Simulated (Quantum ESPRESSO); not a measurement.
NbRe2Sn2OsRu2 (simulated cell) (calculated)

Calculation on a made-up metal alloy cell, not a measurement: no spin or spin-orbit, unrelaxed, 2900 K smearing, stress positive in tension, cell energy less fitted offsets; periodic Kohn-Sham density functional theory in plane waves with PseudoDojo standard norm-conserving scalar-relativistic pseudopotentials, each functional with its own files (v0.5 for PBE, v0.4.1 for LDA and PBEsol), eight atoms on drawn sites of a strained close-packed or body-centred lattice, each displaced and held fixed; the energy is the cell's free energy, ions and the entropy term -TS included, at the stated Fermi-Dirac width, less a fixed offset for each atom's element (shifted free energy); compositions with an open d shell lost a parallel starting moment in a cheaper test run, and other magnetic orders were not tried; an error bar is the largest change of its kind in a tighter rerun, never given below 0.002 eV, 0.02 GPa or 0.003 eV/angstrom, and covers cutoff and k-mesh only, not smearing or the files. Program: Quantum ESPRESSO 7.5.

## NbRe2Sn2OsRu2 (simulated cell)

```xyz
8
Lattice="-3.9562 0.0000 0.0000 0.0000 -3.9562 3.9562 0.0000 5.9343 1.9781" Properties=species:S:1:pos:R:3 NbRe2Sn2OsRu2
Sn    -0.0606     0.0205    -0.0490
Re     0.0052     1.9644     1.9296
Sn     0.0625    -1.9884     1.9468
Ru    -0.0288     0.0894     3.9885
Re    -2.0732     3.8395     2.0039
Os    -1.9282    -0.0177     1.9623
Ru    -1.9843     1.9918     3.9495
Nb    -1.9478    -2.0146     3.9316
```

Settings of this run: lattice type face-centred cubic, functional pbe, cutoff 1143 eV, fermi dirac smearing 0.25 eV, electrons removed 0, run command mpirun -np 4 pw.x -nk 4 -in in, run processor Intel Xeon, 2023 or later, virtual cores and k mesh 6 x 5 x 4 shifted half a step off Gamma on each axis.

Atoms:
| atoms element | atom site | atom energy offset (eV) |
| --- | --- | --- |
| Sn | 1 | -2144.16 |
| Re | 2 | -2361.34 |
| Sn | 3 | -2144.16 |
| Ru | 4 | -2750.51 |
| Re | 5 | -2361.34 |
| Os | 6 | -2753.07 |
| Ru | 7 | -2750.51 |
| Nb | 8 | -1694.67 |

Notes: the tin pseudopotential is less sure than most, with forces differing by about three percent from a second method on plain tin; heavy elements are run without spin-orbit coupling, which real alloys of them have; a spin test at this wide smearing found no moment, but such smearing suppresses magnetism that the real alloy may have; lattice, volume and sites are drawn at random and may be unstable or far from any real phase; energies are for the whole cell, less offsets fitted to these runs, so they are not formation energies; error bars: energy 0.0027 eV, stress 0.049 GPa, force 0.0063 eV/Å, from a tighter rerun of a related cell, whose elements or sites may differ; 17 SCF iterations, 227 s of wall time on a shared machine.

**Q.** Estimate the stress xz of NbRe2Sn2OsRu2 (simulated cell).
**A.** 0.5 GPa

**Q.** NbRe2Sn2OsRu2 (simulated cell): stress yy?
**A.** -15.37 GPa

**Q.** Give the table of forces values for NbRe2Sn2OsRu2 (simulated cell).
**A.** 
Forces:
| site | x (eV/Å) | y (eV/Å) | z (eV/Å) |
| --- | --- | --- | --- |
| 1 | 0.821 | -1.788 | 0.162 |
| 2 | -0.071 | -0.179 | 1.21 |
| 3 | -1.09 | 0.635 | -0.097 |
| 4 | 0.202 | -0.278 | -0.441 |
| 5 | 1.163 | -0.192 | -1.786 |
| 6 | -0.636 | 0.806 | 0.728 |
| 7 | 0.194 | -1.135 | -1.065 |
| 8 | -0.582 | 2.132 | 1.289 |

Further results for NbRe2Sn2OsRu2 (simulated cell):

```
entropy term negative ts : -1.44 eV
pressure                 : 15.54 GPa
stress xx                : -14.86 GPa
stress zz                : -16.39 GPa
stress yz                : 7.49 GPa
stress xy                : 0.78 GPa
shifted free energy      : 0.118 eV
```
